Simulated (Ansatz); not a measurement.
PbF2:
```yaml
crystal:
  lattice:
    - [0.00000, 2.98118, 2.98118]
    - [2.98118, 0.00000, 2.98118]
    - [2.98118, 2.98118, 0.00000]
  atoms:
    - { symbol: Pb, position: [0.00000, 0.00000, 0.00000] }
    - { symbol: F, position: [0.25000, 0.25000, 0.25000] }
    - { symbol: F, position: [0.75000, 0.75000, 0.75000] }
```

Relaxed with PBE+D3(BJ). Special points in fractions of this cell's reciprocal vectors: Γ (0.000, 0.000, 0.000); X (0.500, 0.000, 0.500); U (0.625, 0.250, 0.625); K (0.375, 0.375, 0.750); L (0.500, 0.500, 0.500); W (0.500, 0.250, 0.750).

List the band energies nearest the valence-band maximum at these points for PBE+D3(BJ) in the plane-wave PAW code Ansatz.

In eV from the valence-band maximum; about four levels below and three above (degenerate sets whole), none deeper than 8.9 eV; … stands for higher levels left out; points with the same levels are listed once.

| k | below | above |
|---|---|---|
| Γ | -2.37 -2.37 -2.37 -1.88 -1.88 -1.88 | … |
| X | -1.47 -1.47 -1.47 -0.14 | 4.42 … |
| U | -1.96 -1.62 -1.48 -0.03 | 5.31 6.65 … |
| L | -2.56 -2.56 -2.05 -2.05 -0.02 | 5.03 … |
| W | -2.56 -2.56 -1.52 -1.41 0.00 | 6.03 6.03 … |

Space group Fm-3m (fluorite). The cell was relaxed with PBE+D3(BJ) under the symmetry of its start; phonons on a q-mesh show no instability. Scalar-relativistic: spin–orbit coupling is off unless named, which matters more the heavier the elements.

Potentials: the later of the program's two PAW sets.
